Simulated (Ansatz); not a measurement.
The calculation used DFT PBE, scalar-relativistic, plane waves, PAW (Ansatz). All cells share a 420 eV cutoff and Γ-centred k meshes spaced at most about 0.3 Å⁻¹ (about 0.25 or finer for metals, 2π included). No spin polarisation in the final relaxations.

These are static total energies at zero pressure.

Two relaxed structures of Al4O:

A. Space group Cmmm (No. 65), orthorhombic, a = 2.685 Å, b = 5.127 Å, c = 11.470 Å. Al on its first site is surrounded by 8 Al at 2.69–2.89 Å; Al on its second site is surrounded by 2 O at 2.00 Å, 8 Al at 2.69–2.95 Å and 2 O at 2.96 Å; O has 4 Al at 2.00 Å.

B. Space group P2_1/m (No. 11), monoclinic, a = 5.070 Å, b = 2.917 Å, c = 10.270 Å, β = 102.5°. Al on its first site is surrounded by 11 Al at 2.71–2.97 Å; Al on its second site has 12 Al at 2.76–3.07 Å and 1 O at 3.42 Å; Al on its third site has 3 O at 1.93–2.01 Å, 2 Al at 2.72 Å, 6 Al at 2.92–3.07 Å and 2 Al at 3.25 Å; Al on its fourth site is surrounded by 1 O at 1.88 Å and 7 Al at 2.71–2.92 Å; O has 4 Al at 1.88–2.01 Å, 2 O at 2.53 Å, 2 O at 2.92 Å and 8 Al at 3.42–3.56 Å.

**Question.** Which is lower in energy, and by how much?

**Answer.** B is lower, by 0.31 eV/atom. A has space group Cmmm (No. 65), 15.8 Å³/atom and no gap on its mesh; B has space group P2_1/m (No. 11), 14.8 Å³/atom and no gap. The denser one is the lower, and pressure would at first widen the difference. Both come from invented guesses.

A magnetic state wasn't ruled out in cells without spin, among them Cmmm. Cells relaxed within their symmetry can be saddle points. The P2_1/m cell of Al4O came from shaking the Cmmm one.
